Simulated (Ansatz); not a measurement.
BN:
```cif
data_B3N3
_chemical_formula_sum 'B3 N3'
_space_group_name_H-M_alt 'P 1'
_space_group_IT_number 1
_cell_length_a 2.59518
_cell_length_b 2.59518
_cell_length_c 5.79885
_cell_angle_alpha 90.000
_cell_angle_beta 90.000
_cell_angle_gamma 120.000
loop_
_space_group_symop_operation_xyz
  'x, y, z'
loop_
_atom_site_label
_atom_site_type_symbol
_atom_site_fract_x
_atom_site_fract_y
_atom_site_fract_z
_atom_site_occupancy
B1 B 0.50000 0.00000 0.50000 1
B2 B 0.00000 0.50000 0.16667 1
B3 B 0.50000 0.50000 0.83333 1
N1 N 0.50000 0.00000 0.00000 1
N2 N 0.00000 0.50000 0.66667 1
N3 N 0.50000 0.50000 0.33333 1
```

Relaxed with PBE+D3(BJ).

Q: Give the optical modes at the zone centre with their infrared and Raman activity from DFPT, the program Ansatz at the PBE+D3(BJ) level (PAW).

A: Transverse frequencies, without the LO–TO term; a row sums one degenerate level.

| ω (cm⁻¹) | degeneracy | IR ((D/Å)²/amu) | Raman (Å⁴/amu) | activity | symmetry |
|---|---|---|---|---|---|
| 441 | 1 | 0.00 | 0 | silent | B1 |
| 498 | 2 | 0.62 | 16 | IR+Raman | E1 |
| 536 | 1 | 0.00 | 0 | silent | B2 |
| 707 | 1 | 0.00 | 0 | silent | B1 |
| 799 | 2 | 6.96 | 260 | IR+Raman | E1 |
| 824 | 2 | 0.00 | 1.3 | Raman | E2 |
| 847 | 1 | 50.53 | 0 | IR | A2 |
| 862 | 2 | 97.55 | 50 | IR+Raman | E1 |
| 909 | 1 | 0.00 | 0 | silent | B2 |
| 1130 | 2 | 0.00 | 110 | Raman | E2 |

Q: How high does the top mode go among those that the LO–TO term moves?

A: 1128 cm⁻¹ for q along x, 1128 cm⁻¹ for q along y, 1105 cm⁻¹ for q along z.

Space group P6_222. A made-up cell: these elements were put on the sites of a structure type; neither database checked (COD, Materials Project) lists it. It is not the phase usual at ambient conditions (space group No. 186, 194, 216). Symmetry was held in the PBE+D3(BJ) relaxation; phonons on a q-mesh show no instability.

Potentials: the later of the program's two PAW sets.
